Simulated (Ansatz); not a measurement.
The calculation used DFT PBE, scalar-relativistic, plane waves, PAW in Ansatz 0.2.0. All cells share a 420 eV cutoff and Γ-centred k meshes spaced at most about 0.3 Å⁻¹ (about 0.25 or finer for metals, 2π included). No spin polarisation in the final relaxations.

All energies are static (0 K, no zero-point motion). All come from trial cells, and lower structures may exist.

Problem. Which of these relaxed structures of Zr2B3 is the lowest in energy?
1.

```cif
data_structure
_symmetry_space_group_name_H-M 'P-6m2'
_symmetry_Int_Tables_number 187
_cell_length_a 3.9022
_cell_length_b 3.9022
_cell_length_c 4.9784
_cell_angle_alpha 90.000
_cell_angle_beta 90.000
_cell_angle_gamma 120.000
_cell_volume 65.65
loop_
_atom_site_label
_atom_site_type_symbol
_atom_site_symmetry_multiplicity
_atom_site_Wyckoff_symbol
_atom_site_fract_x
_atom_site_fract_y
_atom_site_fract_z
_atom_site_occupancy
Zr1 Zr 1 f 0.66667 0.33333 0.50000 1
Zr2 Zr 1 c 0.33333 0.66667 0.00000 1
B1 B 2 g 0.00000 0.00000 0.67499 1
B2 B 1 e 0.66667 0.33333 0.00000 1
```

2.

```cif
data_structure
_symmetry_space_group_name_H-M 'P6/mmm'
_symmetry_Int_Tables_number 191
_cell_length_a 3.5859
_cell_length_b 3.5859
_cell_length_c 6.5745
_cell_angle_alpha 90.000
_cell_angle_beta 90.000
_cell_angle_gamma 120.000
_cell_volume 73.21
loop_
_atom_site_label
_atom_site_type_symbol
_atom_site_symmetry_multiplicity
_atom_site_Wyckoff_symbol
_atom_site_fract_x
_atom_site_fract_y
_atom_site_fract_z
_atom_site_occupancy
Zr1 Zr 2 e 0.00000 0.00000 0.25020 1
B1 B 3 g 0.50000 0.00000 0.50000 1
```

3.

```cif
data_structure
_symmetry_space_group_name_H-M 'R-3m:H'
_symmetry_Int_Tables_number 166
_cell_length_a 3.4536
_cell_length_b 3.4536
_cell_length_c 18.8759
_cell_angle_alpha 90.000
_cell_angle_beta 90.000
_cell_angle_gamma 120.000
_cell_volume 194.98
loop_
_atom_site_label
_atom_site_type_symbol
_atom_site_symmetry_multiplicity
_atom_site_Wyckoff_symbol
_atom_site_fract_x
_atom_site_fract_y
_atom_site_fract_z
_atom_site_occupancy
Zr1 Zr 6 c 0.66667 0.33333 0.73271 1
B1 B 9 d 0.16667 0.83333 0.83333 1
```

4.

```cif
data_structure
_symmetry_space_group_name_H-M 'P-1'
_symmetry_Int_Tables_number 2
_cell_length_a 3.6935
_cell_length_b 4.9061
_cell_length_c 7.3032
_cell_angle_alpha 91.514
_cell_angle_beta 97.993
_cell_angle_gamma 109.400
_cell_volume 123.24
loop_
_atom_site_label
_atom_site_type_symbol
_atom_site_symmetry_multiplicity
_atom_site_Wyckoff_symbol
_atom_site_fract_x
_atom_site_fract_y
_atom_site_fract_z
_atom_site_occupancy
Zr1 Zr 2 i 0.78667 0.68317 0.64958 1
Zr2 Zr 2 i 0.90839 0.72794 0.11730 1
B1 B 2 i 0.71534 0.15644 0.53035 1
B2 B 2 i 0.58621 0.12098 0.10387 1
B3 B 2 i 0.43242 0.04727 0.68737 1
```

Solution. 4. It has space group P-1 (No. 2); the next, 3, with space group R-3m (No. 166), lies 0.41 eV/atom higher. Counting B atoms around Zr (those within 1.25 times the shortest such distance or 1.15 times the sum of covalent radii, 1.27 where that leaves under three; a slash parts the counts of unlike sites), the lowest has Zr 8/10 and the next has Zr 6. The lowest holds B–B chains (shortest 1.64 Å); the next holds B–B nets (shortest 1.73 Å).

Cells relaxed within their symmetry can be saddle points. The R-3m cell of Zr2B3 came from shaking the P6/mmm one. Some types were kept out of the candidates beforehand, so the set may lack a known form.
